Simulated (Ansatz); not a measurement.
Input and command of a calculation in Ansatz (plane waves; scalar-relativistic PAW potentials unless the input names others):

```yaml
crystal:
  lattice:
    - [2.7500895073, -2.8267633405, 0.0]
    - [2.7500895073, 2.8267633405, 0.0]
    - [0.0, 0.0, 9.3419887598]
  atoms:
    - { symbol: Te, position: [0.5, 0.5, 0.2692605671] }
    - { symbol: Te, position: [0.5, 0.5, 0.7307394329] }
    - { symbol: Pt, position: [0.0, 0.0, 0.7856099313] }
    - { symbol: Pt, position: [0.0, 0.0, 0.2143900687] }
    - { symbol: Pt, position: [0.0, 0.5, 0.0] }
    - { symbol: Pt, position: [0.2340936939, 0.7659063061, 0.5] }
    - { symbol: Pt, position: [0.5, 0.0, 0.0] }
    - { symbol: Pt, position: [0.7659063061, 0.2340936939, 0.5] }
basis:
  ecutwfc: 420
kpoints:
  mp_grid: { grid: [10, 10, 4] }
hamiltonian:
  xc: pbe
scf:
  occupations: { method: fermi_dirac, width: 1.0 }
  max_iter: 60
output:
  forces: true
  eigenvalues: true
  stress: true
```

```bash
ansatz run input.yaml --threads 1 --pin off --max-ram 2560MiB --backend cpu --events-out ev --progress --plain --runs-dir out
```

Abridged log:
```
Basis set: ecut = 420 eV, 2839 PW (Γ), exchange–correlation on 54×54×128 points (8 copies of the dense FFT grid, shifted against one another)
Bands: 114, of which v1, the nominal top of the filled ones, is band 70 counted from 1 (69 counted from 0)
Symmetry: 8 space group operations
k-points: 93 of 400
SCF iter   1: F=—  HF=-89107.475042 eV  |F-HF|=—  |Δ(HF+E_count)|=         —  Δρ=2.02e-2  dr2=1.38e0  ethr=1.77e-3  ⟨swp⟩=8.1  Hψ=47269  notcnv=0
SCF iter   2: F=—  HF=-89107.348612 eV  |F-HF|=—  |Δ(HF+E_count)|=   1.26e-1  Δρ=1.21e-2  dr2=6.16e-1  ethr=9.85e-4  ⟨swp⟩=1.0  Hψ=12276  notcnv=0
SCF iter   3: F=—  HF=-89107.253019 eV  |F-HF|=—  |Δ(HF+E_count)|=   9.56e-2  Δρ=2.23e-3  dr2=2.55e-2  ethr=4.40e-4  ⟨swp⟩=1.0  Hψ=10602  notcnv=0
SCF iter   4: F=—  HF=-89107.248990 eV  |F-HF|=—  |Δ(HF+E_count)|=   4.03e-3  Δρ=5.37e-4  dr2=1.42e-3  ethr=1.82e-5  ⟨swp⟩=1.1  Hψ=11548  notcnv=0
SCF iter   5: F=—  HF=-89107.248848 eV  |F-HF|=—  |Δ(HF+E_count)|=   1.42e-4  Δρ=1.96e-4  dr2=1.71e-4  ethr=1.02e-6  ⟨swp⟩=1.0  Hψ=10603  notcnv=0
SCF iter   6: F=—  HF=-89107.248837 eV  |F-HF|=—  |Δ(HF+E_count)|=   1.04e-5  Δρ=5.68e-5  dr2=1.76e-5  ethr=1.22e-7  ⟨swp⟩=1.0  Hψ=10602  notcnv=0
SCF iter   7: F=—  HF=-89107.248855 eV  |F-HF|=—  |Δ(HF+E_count)|=   1.76e-5  Δρ=1.48e-5  dr2=9.77e-7  ethr=1.26e-8  ⟨swp⟩=1.1  Hψ=10634  notcnv=0
SCF iter   8: F=-89107.248855 eV  HF=-89107.248855 eV  |F-HF|=5.55e-8  |Δ(HF+E_count)|=   1.24e-7  Δρ=4.39e-6  dr2=7.54e-8  ethr=7.14e-11  ⟨swp⟩=6.5  Hψ=40422  notcnv=0
SCF 1 converged in 8 iterations: F = -89107.248855 eV  dr2 = 7.54e-8
SCF converged after 8 iterations
Free energy (F): -89107.248855 eV
Harris-Foulkes:  -89107.248855 eV  (|F-HF|=5.55e-8)
Internal energy: -89088.674906 eV  (E = F + TS)
E sigma→0 (E₀):  -89097.961881 eV
Entropy (-TS):   -18.573948 eV (-2321.744 meV/atom)
Fermi energy:    19.542399 eV
--- Forces (eV/Å), atoms counted from 1 ---
  atom   1  Te     0.00000000     0.00000000    -0.64201175
  atom   2  Te     0.00000000     0.00000000     0.64201175
  atom   3  Pt     0.00000000     0.00000000    -0.31864930
  atom   4  Pt     0.00000000     0.00000000     0.31864930
  atom   5  Pt     0.00000000     0.00000000     0.00000000
  atom   6  Pt     0.00000000     0.65821166     0.00000000
  atom   7  Pt     0.00000000     0.00000000     0.00000000
  atom   8  Pt     0.00000000    -0.65821166     0.00000000
--- Stress (GPa, compression-positive) ---
       13.080660       0.000000       0.000000
        0.000000      15.168855       0.000000
        0.000000       0.000000      14.721090
  P = ⅓ Tr σ = 14.3235 GPa (143.235 kbar)
```

Q: Find the fault.

A: The fault is a smearing of electronvolts (scf.occupations: {"method": "gaussian", "width": 0.1} → {"method": "fermi_dirac", "width": 1.0}, the first being the value of the sound run). Setting it back cures it. The run converged all the same, with an energy at zero smearing 27.66 meV/atom above the reference's, pressure 14.32 GPa, largest force 0.658 eV/Å, no gap on the mesh, so convergence alone doesn't show that an input is right. A reference run on usual settings, whose relaxation ended at this geometry, converged, and the end of its own relaxation has pressure 0.03 GPa, largest force 0.005 eV/Å, no gap on the mesh.

Time: 36 s on 1 thread of Intel(R) Xeon(R) 6975P-C (Granite Rapids), with other jobs on the host, peak memory 1.2 GiB.